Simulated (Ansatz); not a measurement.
Relaxed-ion elastic tensor of TiAl (CsCl type, space group No. 221) in GPa (Voigt order), DFT-PBEsol in the program Ansatz with PAW potentials; density 3.95 g/cm³, 15.72 Å³ per atom.

```
      1     2     3     4     5     6
-  ----  ----  ----  ----  ----  ----
1  78.9   138   138   0.0   0.0   0.0
2   138  78.9   138   0.0   0.0   0.0
3   138   138  78.9   0.0   0.0   0.0
4   0.0   0.0   0.0  74.7   0.0   0.0
5   0.0   0.0   0.0   0.0  74.7   0.0
6   0.0   0.0   0.0   0.0   0.0  74.7
```

Problem. Is the crystal mechanically stable?

Solution. No: the smallest eigenvalue of C is -59.3 GPa.

Space group Pm-3m (CsCl type). The first step of the workflow began from a Materials Project structure, measured or hypothetical; the Crystallography Open Database copy checked does not list it. With Ti and Al taken as one species the cell has the higher symmetry Im-3m, so it may be an ordered model of a mixed-site phase. It is not the phase usual at ambient conditions (space group No. 123). The cell was relaxed with PBEsol under the symmetry of its start. At this level the phase is dynamically unstable (imaginary phonons). The run is not spin-polarised. As this level gives no gap, shear constants depend on the k-mesh and smearing (Fermi–Dirac, 0.1 eV here).

Potentials: the later of the program's two PAW sets.
